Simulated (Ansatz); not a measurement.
HfO$_{2}$ (fluorite)

```
CELL_PARAMETERS angstrom
      0.00000     2.54880     2.54880
      2.54880     0.00000     2.54880
      2.54880     2.54880     0.00000
ATOMIC_POSITIONS crystal
  Hf 0.00000 0.00000 0.00000
  O  0.25000 0.25000 0.25000
  O  0.75000 0.75000 0.75000
```

E(V) scan at fixed shape, V₀ the volume above. Symmetry pins the atoms to their sites.

The numbers are results of PBE (plane waves to 420 eV, PAW, scalar-relativistic; Ansatz, a quantum-chemistry and plane-wave program), not measurements. k mesh 11×11×11 (Γ-centred), Fermi-Dirac smearing 0.05 eV. The energy includes the smearing's −TS. Compression counts positive. HfO2 is run without spin polarisation. HfO2 was relaxed with its symmetry unable to fall. Spin-orbit coupling is left out, though Hf is heavy. This is a high-temperature form of HfO2. ΔE is measured from the relaxed starting cell.

```
V (Å³/atom)  ΔE (meV/atom)
-----------  -------------
9.935                101.6
10.211                54.5
10.487                23.1
10.763                 5.5
11.039                 0.0
11.315                 5.1
11.591            withheld
11.867                42.0
12.143                71.8
```

### Question
Fit a third-order Birch-Murnaghan form (E₀, V₀, B₀, B₀′ free) to the given rows and predict ΔE at V = 11.591.

### Answer
Least squares on the 8 given rows: ΔE = E₀ + (9V₀B₀/16)·y²·[2 + (B₀′ − 4)y], y = (V₀/V)^(2/3) − 1, with V₀ = 11.039 Å³/atom, B₀ = 245.8 GPa (160.2 GPa = 1 eV/Å³; the term in eV is multiplied by 1000), B₀′ = 4.21, E₀ = -0.01 meV/atom; root-mean-square residual 0.04 meV/atom. At 11.591 the fit gives 19.4 meV/atom; the calculation gives 19.4 meV/atom, the same to the digits shown. For the pressure the fit gives -10.8 GPa against the computed -10.8 GPa.

(Under strain, the slope of the energy per volume gives the stress and its curvature an elastic modulus.)
